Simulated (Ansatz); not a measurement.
**BaPdSi₃: opening a crack plane**

BaPdSi₃, I4mm, a = 4.373 Å, c = 10.071 Å. The structure is a Materials Project entry; whether it is the stable form wasn't checked. Ansatz: PBEsol, PAW, 420 eV, Γ-centred 11×11×5 mesh on 10 atoms, Gaussian smearing 0.15 eV; no spin polarisation. One cut on (001) per cell of 10 atoms is opened rigidly by x, between planes of Ba and Pd that stand 1.46 Å apart; y is the energy per area (19.126 Å², 1 eV/Å² = 16.02 J/m²).

```
x (Å) y (J/m²)
 0.00     0.000
 0.50         ?
 1.00     0.811
 2.00     1.509
 3.00     1.856
 6.00     2.098
```

Problem. Fit the universal binding curve y = W[1 − (1 + x/l) e^(−x/l)] to the other rows, give the peak stress, and predict the missing value.

Solution. Least squares gives W = 2.08 J/m² and l = 0.769 Å. The stress dy/dx peaks at x = l with W/(e l) = 10.0 GPa, for rigid faces. The last row already stands above W and still climbs, so W understates the work of separation. At x = 0.50: x/l = 0.650, y = 0.288 J/m². The run gave 0.327 J/m², so the fit is 0.039 J/m² too low, within twice the rms miss on the fitted rows (0.024 J/m²).

Cost: 6 runs of about 7.7 core-minutes in all, on Arm Neoverse V1 (shared hosts).